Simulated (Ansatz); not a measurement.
TaN in space group P-62m (No. 189; Ta on 1a, Ta on 2d, N on 3f), r²SCAN in the plane-wave PAW code Ansatz, all energies at zero smearing, with the estimated change up to a 700 eV cutoff added, with one set of potentials and settings (totals compare only within such a set). Cell of 6 atoms (3 Ta, 3 N): -30995.560 eV.

```
element             reference phase  E (eV/atom)
-------  --------------------------  -----------
Ta       Im-3m, 1 atoms in the cell   -9944.3222
N         Pa-3, 8 atoms in the cell    -384.8315
```

Formation energy per atom, worked out: (-30995.560 − 3×(-9944.3222) − 3×(-384.8315))/6 = -1.350 eV/atom (-130 kJ per mol of atoms), at 0 K, without zero-point energy or fitted corrections.

Symmetry was held in the r²SCAN relaxation. No spin polarisation was allowed. The references are the lowest solids computed at this level, not always the standard phases (solids in place of the gases). Scalar-relativistic: spin–orbit coupling is off unless named, which matters more the heavier the elements.

Potentials: the later of the program's two PAW sets.
